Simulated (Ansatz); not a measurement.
# Computed properties of Nb2SnC

Nb2SnC:
```
Nb2SnC
1.0
    3.22979     0.00000     0.00000
   -1.61489     2.79708     0.00000
    0.00000     0.00000    13.76681
Nb Sn C
4 2 2
Cartesian
  0.00000   1.86472   1.13963
  1.61489   0.93236  12.62719
  1.61489   0.93236   8.02303
  0.00000   1.86472   5.74378
  0.00000   1.86472  10.32511
  1.61489   0.93236   3.44170
  0.00000   0.00000   0.00000
  0.00000   0.00000   6.88341
```

Space group P6_3/mmc (No. 194); conventional cell a = 3.230 Å, b = 3.230 Å, c = 13.767 Å, α = 90.00°, β = 90.00°, γ = 120.00°.

Method: DFT-PBEsol in the program Ansatz with PAW potentials. Structure relaxed to zero pressure with the same functional. Other levels are named where they apply.

**Cell and energy**

- Volume per atom = 15.55 Å³
- Density = 8.45 g/cm³
- Formation energy from the elements (no fitted shifts) = -0.52 eV/atom

**Electronic structure**

Electronic character: metallic (no gap)
Density of states at the Fermi level: 0.43 states/eV per atom (mean over ±0.08 eV)
Gap with spin–orbit coupling: none (metallic)

**Mechanics**

* **Bulk modulus (Birch–Murnaghan fit)**: 175 GPa
* **Pressure derivative B′**: 4.8
* **Elastic constants (relaxed ions, GPa)**: C11 = 280, C12 = 106, C13 = 136, C33 = 278, C44 = 109
* **Mechanical stability**: stable (all eigenvalues of C positive)
* **Hill bulk and shear moduli**: 177 and 90.1 GPa
* **Young's modulus**: 231 GPa
* **Poisson's ratio**: 0.28
* **Debye temperature from the elastic constants**: 434 K

**Phonons**

- Highest zone-centre frequency = 19.45 THz
- Zone-centre stability = no imaginary mode at Γ
- Dynamical stability on the path = stable (no imaginary branch)
- Zero-point energy = 51.2 meV/atom
- Vibrational entropy at 300 K = 25.9 J/(K·mol of atoms)

The first step of the workflow began from a Materials Project structure, measured or hypothetical; the Crystallography Open Database copy checked does not list it. Its standing as an ambient phase is unchecked. Symmetry was held in the PBEsol relaxation. No spin polarisation was allowed. As this level gives no gap, shear constants depend on the k-mesh and smearing (Fermi–Dirac, 0.1 eV here). As this level gives no gap, phonon frequencies hold no LO–TO term and depend on the k-mesh and smearing (Fermi–Dirac, 0.1 eV here). The references are the lowest solids computed at this level, not always the standard phases. Scalar-relativistic: spin–orbit coupling is off unless named, which matters more the heavier the elements.

Potentials: the later of the program's two PAW sets.
